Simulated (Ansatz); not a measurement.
Values for one crystal, relaxed and computed with DFT-r²SCAN in the program Ansatz with PAW potentials; other levels are named.

```yaml
volume_per_atom: 15.60 Å³
electronic_character: metallic (no gap)
Gap with spin–orbit coupling: none (metallic)
Formation energy from the elements (no fitted shifts): -27 kJ/mol of atoms
Density of states at the Fermi level: 0.06 states/eV per atom (mean over ±0.08 eV)
Bulk modulus (Birch–Murnaghan fit): 115 GPa
Pressure derivative B′: 4.4
```

Task: Which of these materials gives this?
A) InP, P-6m2 (In on 1a, P on 1f)
B) Ga2PN, P3m1 (Ga on 1a, Ga on 1c, P on 1a, N on 1c)
C) BaGa2H2, P-3m1 (H on 2d, Ba on 1a, Ga on 2d)
D) Mn3CuN, anti-perovskite

Result: B, Ga2PN, P3m1 (Ga on 1a, Ga on 1c, P on 1a, N on 1c)

The start of the workflow was typed in or built on a structure type; neither database checked (COD, Materials Project) lists it. Whether it is the stable phase at ambient conditions was not checked. Symmetry was held in the r²SCAN relaxation; its stability against distortions is not shown here. The references are the lowest solids computed at this level, not always the standard phases (solids in place of the gases). Scalar-relativistic: spin–orbit coupling is off unless named, which matters more the heavier the elements.

Potentials: the later of the program's two PAW sets.
